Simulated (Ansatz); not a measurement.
# A vibration from a frozen displacement in HfB

Level of theory: Ansatz 0.2.0, DFT PBE, scalar-relativistic, plane waves, PAW. Settings: plane waves to 420 eV, k-mesh 18×18×18 (Γ-centred), Gaussian smearing 0.15 eV. Spin–orbit coupling is left out, which matters for the heavy elements here. No spin polarisation. Energies are free energies at this smearing, counted from the undisturbed cell; pressure is positive in compression.

Reference structure (as given, not relaxed at this level; it stands at 29.8 GPa, and it needn't be the usual structure):

```
Hf B
1.0
     0.00000    2.31000    2.31000
     2.31000    0.00000    2.31000
     2.31000    2.31000    0.00000
Hf B
1 1
Cartesian
  2.3100 2.3100 2.3100
  0.0000 0.0000 0.0000
```

Every B atom is moved by x along the Cartesian unit vector (0.000, 0.000, -1.000); the cell and all other atoms stay fixed. The cell's volume is 24.65 Å³; the moved atoms weigh 10.810 u together and the others 178.490 u. Some rows repeat others by symmetry and weren't run.

| x (Å) | ΔE (meV/cell) | total force on the moved atoms along the move (eV/Å) | pressure (GPa) |
| --- | --- | --- | --- |
| -0.2000 | 245.80 | 2.6313 | 32.6997 |
| -0.1750 | 185.01 | 2.2353 | 32.0082 |
| -0.1500 | 133.85 | 1.8614 | 31.4137 |
| -0.1250 | 91.75 | 1.5108 | 30.9161 |
| -0.1000 | 58.12 | 1.1830 | 30.5137 |
| -0.0750 | 32.44 | 0.8734 | 30.2028 |
| -0.0500 | 14.34 | 0.5761 | 29.9811 |
| -0.0250 | 3.58 | 0.2863 | 29.8479 |
| 0.0000 | 0.00 | 0.0000 | 29.8035 |
| 0.0250 | 3.58 | -0.2863 | 29.8479 |
| 0.0500 | 14.34 | -0.5761 | 29.9811 |
| 0.0750 | 32.44 | -0.8734 | 30.2028 |
| 0.1000 | 58.12 | -1.1830 | 30.5137 |
| 0.1250 | 91.75 | -1.5108 | 30.9161 |
| 0.1500 | 133.85 | -1.8614 | 31.4137 |
| 0.1750 | 185.01 | -2.2353 | 32.0082 |
| 0.2000 | 245.80 | -2.6313 | 32.6997 |

Task: What frequency belongs to this motion?

Result: The force constant is k = −dF/dx = 11.452 eV/Å², from the parabola through x = -0.0250, 0 and 0.0250. In every cell the moved atoms swing against the rest, so the mass is μ = m₁m₂/(m₁ + m₂) = 10.193 u, and ν̃ = 521.5 cm⁻¹ × √(|k|/μ) = 553 cm⁻¹, at this cell's pressure of 29.8 GPa. To first order in x, and within 1 %, the force on every atom lies along the move and, within each of the two groups, in proportion to the atom's mass, so this is itself a mode at the zone centre of this cell.

Task: How far does the harmonic law reach?

Result: At x = -0.200 Å, kx²/2 = 229.04 meV against the computed 245.80 meV (+7.3 %): the well is still close to harmonic there.

Task: The pressure changes with x². What does that say about the frequency under compression?

Result: With E = k(V)x²/2, k ∝ V^(−2γ) and x scaling with the cell as V^(1/3), P − P0 = −∂E/∂V = (2γ − 2/3) ΔE/V. At x = 0.0500 Å, V(P − P0) = 24.65 × 0.17769 / 160.2 eV = 27.34 meV and ΔE = 14.34 meV, so γ = 1/3 + V(P − P0)/(2ΔE) = 1.29. This is the Grüneisen parameter of the motion under uniform scaling of the cell: shrinking the cell evenly by 1 % in volume raises the frequency by about 1.29 %.

In a metal these slopes depend on the k mesh and the smearing.